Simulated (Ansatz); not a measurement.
BeS:
```yaml
crystal:
  lattice:
    - [0.00000, 2.43804, 2.43804]
    - [2.43804, 0.00000, 2.43804]
    - [2.43804, 2.43804, 0.00000]
  atoms:
    - { symbol: Be, position: [0.50000, 0.50000, 0.50000] }
    - { symbol: S, position: [0.25000, 0.25000, 0.25000] }
```

Relaxed with PBE. PBE in the plane-wave PAW code Ansatz gives a gap of 3.15 eV.

Problem. What gap does HSE06 give on the same cell (Ansatz, PAW)?

Solution. 4.09 eV, 0.95 eV more. The hybrid was solved on a coarser mesh and at special points; its gap is the smallest among all of these.

```tsv
k	v1 PBE	c1 PBE	v1 HSE06	c1 HSE06
Γ	0.00	5.66	___	___
X	-2.59	3.15	-2.82	4.09
L	-1.01	5.41	___	___
W	-3.27	6.45	___	___
K	-2.14	4.37	___	___
```

Problem. Top valence (v1) and lowest conduction level (c1) in eV from each method's valence maximum (which need not be a listed point): supply the withheld HSE06 values.

Solution. 
- L, v1 HSE06: -1.10
- L, c1 HSE06: 6.55
- Γ, v1 HSE06: 0.00
- Γ, c1 HSE06: 6.88
- W, v1 HSE06: -3.52
- W, c1 HSE06: 7.55
- K, v1 HSE06: -2.33
- K, c1 HSE06: 5.40

Cost on shared cores: the PBE run (SCF on a 10×10×10 mesh, then bands and DOS) around 6 core-seconds (rough), the HSE06 run (SCF on 7×7×7, then a few points) roughly 40 core-seconds; the tasks are unlike.

Space group F-43m (zinc blende). The PBE relaxation kept the symmetry of its start; phonons on a q-mesh show no instability. The volume moved by 29 % from the start of the relaxation.

Potentials: the later of the program's two PAW sets.
